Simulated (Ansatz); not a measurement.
## Kick test of a cell of Al₄NiPt₃

The cell was found from a structure generator's guess, not taken from experiment.

These are results of Ansatz, DFT PBE, scalar-relativistic, plane waves, PAW, not measurements. Cutoff 420 eV; k points 10×10×10 on the computed 8-atom cell (Γ-centred); Gaussian smearing, width 0.10 eV; no spin polarisation.

The cell below (8 atoms, space group Im-3m (No. 229)) is relaxed within its symmetry.

```
Al Ni Pt
1.0
    -3.05044    3.05044    3.05044
     3.05044   -3.05044    3.05044
     3.05044    3.05044   -3.05044
Al Ni Pt
4 1 3
Direct
  0.50000 0.50000 0.50000
  0.00000 0.50000 0.00000
  0.50000 0.00000 0.00000
  0.00000 0.00000 0.50000
  0.00000 0.00000 0.00000
  0.50000 0.00000 0.50000
  0.00000 0.50000 0.50000
  0.50000 0.50000 0.00000
```

For the test it was strained at random (σ = 1.5 % a component), the atoms were moved at random (σ = 0.10 Å), and all was relaxed again on a coarse 6×6×6 mesh (in the run’s order of axes) with 0.20 eV smearing, with no symmetry imposed.

Spin–orbit coupling, which can matter for Pt, is left out. Trial moments died out on the coarse mesh, so the last step has no spin; another magnetic start might hold.

Question: What happens?

Answer: It returns, within 1 meV/atom of the unmoved cell on that mesh and with the same symmetry when read at 0.1 Å (I4/mmm at 0.01 Å, so small strains and shifts remain). So it is stable against the distortions that fit this cell and that this random move excites. Modes that don't fit the cell aren't tested.
